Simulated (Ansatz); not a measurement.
**CsPbCl3 (cubic perovskite), energy against volume**

CsPbCl3 (cubic perovskite)

```
CELL_PARAMETERS angstrom
      5.73565     0.00000     0.00000
      0.00000     5.73565     0.00000
      0.00000     0.00000     5.73565
ATOMIC_POSITIONS crystal
  Cs 0.00000 0.00000 0.00000
  Pb 0.50000 0.50000 0.50000
  Cl 0.00000 0.50000 0.50000
  Cl 0.50000 0.50000 0.00000
  Cl 0.50000 0.00000 0.50000
```

This relaxed cell (volume V₀) is scaled evenly in all directions, its shape held. Symmetry pins the atoms to their sites.

Method: PBE (plane waves to 420 eV, PAW, scalar-relativistic; Ansatz, a program for electronic structure). k mesh 6×6×6 (Γ-centred), Fermi-Dirac smearing 0.05 eV. Energies are smeared free energies. Compression counts positive. CsPbCl3 was relaxed with its symmetry unable to fall. Spin-orbit coupling is left out, though Pb is heavy. The PAW data are Ansatz's earlier set. This is a high-temperature form of CsPbCl3. The zero of ΔE is the relaxed starting cell.

```tsv
V/V₀	ΔE (kJ/mol of atoms)	P (GPa)
0.940	1.00	1.56
0.952	0.63	1.20
0.964	0.34	0.87
0.976	0.15	0.56
0.988	0.04	0.27
1.000	0.00	0.00
1.012	0.03	-0.25
1.024	0.14	-0.49
1.036	0.30	-0.71
1.048	0.52	-0.92
1.060	0.80	-1.11
```

Summary:

- Pressure at the smallest volume = 1.56 GPa
- Energy cost of the largest compression = 10.4 meV/atom
- Energy cost of the largest expansion = 8.3 meV/atom
- Bulk modulus B₀ (third-order Birch-Murnaghan fit) = 21.8 GPa
- Pressure derivative B₀′ (fit) = 4.7
- Equilibrium volume of the fit = 37.74 Å³/atom
- Pressure for 5 % compression (fit) = 1.3 GPa

(A scan under strain: stresses follow from slopes of the energy per volume, elastic moduli from its curvatures.)
